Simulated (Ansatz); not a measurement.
The elements of this relaxed trial crystal are hidden behind letters.

```
lattice vectors (Å)
   4.2966    0.0000    0.0000
   0.0000    4.2966    0.0000
   0.0000    0.0000    9.3112
fractional positions
X 0.0000 0.0000 0.7162
X 0.0000 0.0000 0.2838
Z 0.5000 0.5000 0.5000
Q 0.5000 0.5000 0.3551
Q 0.5000 0.5000 0.6449
```

Level of theory: DFT PBE, scalar-relativistic, plane waves, PAW in Ansatz 0.2.0. Plane waves to 420 eV, a 10×10×4 mesh through Γ for the 5-atom cell and 0.10 eV Gaussian smearing; collinear spin.

| Property | Result |
| --- | --- |
| Space group | P4/mmm (No. 123) |
| Conventional cell | a = 4.297 Å, c = 9.311 Å |
| Volume per atom | 34.38 Å³ |
| Density | 2.94 g/cm³ |
| Energy over the elements | −0.17 eV/atom |
| Gap on the 10×10×4 mesh of the 5-atom cell | 0 eV (a metal) |
| Net moment per atom | 0.20 μB |

Energies are uncorrected and count from the elements' standard states at the same level.

Q: X is an s-block element of period 6, Z is a p-block element of period 2 and Q is a p-block element of period 2. Which elements are they?

A: X = Cs, Z = B, Q = N, so the formula is Cs2BN2. Density times volume gives a mean mass of 2.94 × 34.38/1.6605 = 60.9 u per atom, and this set has 60.9 u. Around Cs lie 4 N at 3.11 Å; around B lie 2 N at 1.35 Å; N is surrounded by 1 B at 1.35 Å, 1 N at 2.70 Å and 4 Cs at 3.11 Å. Other sets within the hints have nearly the same mass, so mass alone doesn't settle it; this one was computed.

Another magnetic order may lie lower. A structure relaxed within its symmetry needn't be a true minimum.
